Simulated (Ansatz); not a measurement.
Structure optimisation: manganese, diamond

The calculation used DFT, PBEsol, plane waves (420 eV) with PAW, scalar-relativistic in Ansatz 0.2.0. The PAW files were generated under PBE, with cores re-solved for the functional.

k-point mesh 11×11×11, Fermi-Dirac smearing 0.05 eV, starting moments 3.00 ×2 μB. Cell and atoms relax.

Starting structure:

```yaml
crystal:
  lattice:
    - [0.0, 2.5125686141, 2.5125686141]
    - [2.5125686141, 0.0, 2.5125686141]
    - [2.5125686141, 2.5125686141, 0.0]
  atoms:
    - { symbol: Mn, position: [0.125, 0.125, 0.125], spin: 3.0 }
    - { symbol: Mn, position: [0.875, 0.875, 0.875], spin: 3.0 }
hamiltonian:
  xc: pbesol
  pseudopotentials:
    kind: paw
    azcp:
      Mn: "pseudopotentials/Mn.paw.azcp"
basis:
  ecutwfc: 420
  fft_grid_basis: typed
kpoints:
  mp_grid: { grid: [11, 11, 11], shift: [0, 0, 0] }
magnetization:
  spin_polarized: true
scf:
  occupations: { method: fermi_dirac, width: 0.05 }
relax:
  max_steps: 60
  f_tol: 0.01
  cell: {}
```

**Question.** The pressure at the start is -11.6 GPa. By how much does the volume change?

**Answer.** From 15.86 to 14.55 Å³ per atom, -8.2 %. The final cell has a = 4.883 Å.

**Question.** How much energy does the relaxation gain?

**Answer.** 51.3 meV per atom.

**Question.** Which magnetic state does it end in?

**Answer.** non-magnetic.
